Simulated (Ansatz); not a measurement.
CdS:
```xyz
4
Lattice="4.0739 0.0000 0.0000 -2.0369 3.5281 0.0000 0.0000 0.0000 6.6385" Properties=species:S:1:pos:R:3 pbc="T T T"
Cd     2.0369     1.1760     3.3224
Cd     0.0000     2.3520     0.0031
S      2.0369     1.1760     5.8188
S      0.0000     2.3520     2.4996
```

Relaxed with LDA. Special points in fractions of this cell's reciprocal vectors: Γ (0.000, 0.000, 0.000); M (0.500, 0.000, 0.000); K (0.333, 0.333, 0.000); A (0.000, 0.000, 0.500); L (0.500, 0.000, 0.500); H (0.333, 0.333, 0.500).

List the band energies nearest the valence-band maximum at these points for LDA (plane waves, PAW; program Ansatz).

In eV from the valence-band maximum; about four levels below and three above (degenerate sets whole), none deeper than 8.9 eV; points with the same levels are listed once.

```csv
k,below,above
Γ,-0.83 -0.83 -0.06 0.00 0.00,1.03 2.61 6.27 6.27
M,-2.91 -2.07 -1.45 -0.83,3.59 3.66 4.87
K,-3.42 -2.04 -2.04 -1.82,4.31 5.09 5.09
A,-0.43 -0.43 -0.43 -0.43,2.71 2.71 5.98 5.98
L,-1.49 -1.49 -1.47 -1.47,3.25 3.25 5.20 5.20
H,-2.69 -2.69 -1.25 -1.25,4.25 4.25 5.86 5.86
```

Space group P6_3mc (wurtzite). The cell was relaxed with LDA under the symmetry of its start. Scalar-relativistic: spin–orbit coupling is off unless named, which matters more the heavier the elements.

Potentials: the earlier of the program's two PAW sets. The files were generated under PBE; for other functionals the program regenerates the frozen cores, and for LDA and PBEsol the local potential too.
